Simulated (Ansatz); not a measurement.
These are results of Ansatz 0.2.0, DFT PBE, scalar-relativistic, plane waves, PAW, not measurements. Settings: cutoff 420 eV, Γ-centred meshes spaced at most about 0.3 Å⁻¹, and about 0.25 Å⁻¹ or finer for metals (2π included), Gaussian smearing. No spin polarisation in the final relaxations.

These are static total energies at zero pressure. All come from trial cells, and lower structures may exist.

Question: Order these relaxed structures of Cd3Cl3O by energy, lowest first, with the energy over the lowest of them.
A.

```xyz
7
Lattice="5.3534 0.0000 0.0000 0.0000 5.3534 0.0000 0.0000 0.0000 5.3534" Properties=species:S:1:pos:R:3 pbc="T T T"
Cd    2.6767    2.6767    0.0000
Cd    0.0000    2.6767    2.6767
Cd    2.6767    0.0000    2.6767
Cl    2.6767    0.0000    0.0000
Cl    0.0000    2.6767    0.0000
Cl    0.0000    0.0000    2.6767
O     2.6767    2.6767    2.6767
```

B.

```xyz
7
Lattice="3.9116 2.2584 3.1283 -3.9116 2.2584 3.1283 0.0000 -4.5167 3.1283" Properties=species:S:1:pos:R:3 pbc="T T T"
Cd    1.7215   -0.9939    3.3981
Cd    0.0000    1.9878    3.3981
Cd   -1.7215   -0.9939    3.3981
Cl    0.0000    2.2720    7.6770
Cl   -1.9676   -1.1360    7.6770
Cl    1.9676   -1.1360    7.6770
O     0.0000    0.0000    4.3282
```

Answer: B (0 meV/atom), A (61 meV/atom). Forms: B R3m; A Pm-3m. Counting Cl or O atoms around Cd (for each partner element, those within 1.25 times its shortest distance or 1.15 times the sum of covalent radii, where it is the nearest in units of that sum or under 1.3; a plus sign parts groups by distance over the sum of covalent radii): B has Cd 5; A has Cd 4+2.

In R3m, Pm-3m an odd number of electrons in the primitive cell allows no gap without spin; a larger cell or a magnetic state could open one. Cells relaxed within their symmetry can be saddle points. The R3m cell of Cd3Cl3O came from shaking the Pm-3m one. Some candidate types were left out of the draw beforehand, so a known form may be missing.
